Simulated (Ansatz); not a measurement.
A plane-wave DFT run in Ansatz 0.2.0 (scalar-relativistic PAW potentials unless the input names others): input and command.

```yaml
crystal:
  lattice:
    - [5.3647950047, 0.0, 0.0]
    - [-2.6823975023, 4.6460487602, 0.0]
    - [0.0, 0.0, 26.2205051681]
  atoms:
    - { symbol: Rh, position: [0.3333333333, 0.1666666667, 0.3241737696] }
    - { symbol: Rh, position: [0.3333333333, 0.6666666667, 0.3241737696] }
    - { symbol: Rh, position: [0.8333333333, 0.1666666667, 0.3241737696] }
    - { symbol: Rh, position: [0.8333333333, 0.6666666667, 0.3241737696] }
    - { symbol: Rh, position: [0.6666666667, 0.3333333333, 0.4077026099] }
    - { symbol: Rh, position: [0.6666666667, 0.8333333333, 0.4077026099] }
    - { symbol: Rh, position: [0.1666666667, 0.3333333333, 0.4077026099] }
    - { symbol: Rh, position: [0.1666666667, 0.8333333333, 0.4077026099] }
    - { symbol: Rh, position: [0.0002106783, 0.4996130621, 0.4895544806] }
    - { symbol: Rh, position: [0.0011714295, -0.0010654172, 0.4899410596] }
    - { symbol: Rh, position: [0.5011053108, 0.4989178565, 0.4899839519] }
    - { symbol: Rh, position: [0.502163652, -0.002445605, 0.4923395096] }
    - { symbol: Rh, position: [0.3243316187, 0.6693340389, 0.5745655867] }
    - { symbol: Rh, position: [0.3316043867, 0.1691607206, 0.5750371787] }
    - { symbol: Rh, position: [0.8278070618, 0.6726672895, 0.57214295] }
    - { symbol: Rh, position: [0.8310140806, 0.1760364562, 0.5745377368] }
    - { symbol: O, position: [0.1081561811, 0.3898179931, 0.6371236531] }
    - { symbol: O, position: [0.2579662826, 0.2390682505, 0.6455253818] }
basis:
  ecutwfc: 420
kpoints:
  mp_grid: { grid: [6, 6, 1] }
hamiltonian:
  xc: pbe
  dispersion: d3bj
scf:
  occupations: { method: gaussian, width: 0.1 }
  max_iter: 2
output:
  forces: true
  eigenvalues: true
efield:
  axis: 3
  dipole_correction: true
  ramp_width: 0.04
```

```bash
ansatz run input.yaml --threads 4 --pin off --max-ram 10240MiB --backend cpu --events-out ev --progress --plain --runs-dir out
```

Abridged log:
```
Basis set: ecut = 420 eV, 12729 PW (Γ), exchange–correlation on 72×72×360 points (8 copies of the dense FFT grid, shifted against one another)
Bands: 171, of which v1, the nominal top of the filled ones, is band 142 counted from 1 (141 counted from 0)
Symmetry: 1 space group operations
k-points: 20 of 36 (time reversal used)
SCF iter   1: F=—  HF=-103579.661877 eV  |F-HF|=—  |Δ(HF+E_count)|=         —  Δρ=2.50e-2  dr2=6.70e1  ethr=1.77e-3  p=-0.055 e·Å  D=-1.54e-2 V/Å  ΔV_dip=0.40 eV  dr2_dipole=2.57e1  V_vac-E_F(+/−)=5.64/5.24 eV  ⟨swp⟩=13.2  Hψ=38318  notcnv=0
efield: sawtooth ramp at fractional position 0.9648 (placed from the atoms, in the widest stretch of the axis that holds none; the zero of the levels goes with the place), width 0.0400; the density the first Hamiltonian is built on has a dipole p = -0.055 e·Å; the dipole correction subtracts the counter field D = -1.54e-2 V/Å, which shifts the + side's vacuum level by +0.40 eV against the − side's; the planar-averaged density in the ramp window peaks in size at 3.9e-6 e/Å³
SCF iter   2: F=—  HF=-103579.091500 eV  |F-HF|=—  |Δ(HF+E_count)|=   5.70e-1  Δρ=9.50e-3  dr2=3.80e0  ethr=1.77e-3  p=-0.142 e·Å  D=-3.94e-2 V/Å  ΔV_dip=1.03 eV  dr2_dipole=1.23e0  V_vac-E_F(+/−)=6.13/5.09 eV  ⟨swp⟩=12.7  Hψ=23799  notcnv=0
```

Problem. What should be changed?

Solution. The fault is too few SCF iterations (scf.max_iter: not typed → 2, the first being the value of the sound run). Setting it back cures it. The log, from which this was withheld above, says: «Error: did not converge after 2 iterations: dr2 = 3.80e0 (threshold 1.00e-7), under the density mixer `msr1`, which `scf.mixing.algorithm: auto` chose by the deck's other keys (type `scf.mixing.algorithm: msr1` to keep it); raise `scf.max_iter`, which need not help a stalled SCF, or adjust the mixing (`scf.mixing`) or, under a smearing, its width (`scf.occupations.width` …» The run stopped without converging. A reference run on usual settings, whose relaxation ended at this geometry, converged, and the end of its own relaxation has largest force 0.260 eV/Å (on an atom or along a direction that it held fixed), no gap on the mesh.

Time: 77 s on 4 threads of Arm Neoverse V1, with other jobs on the host, peak memory 2.9 GiB.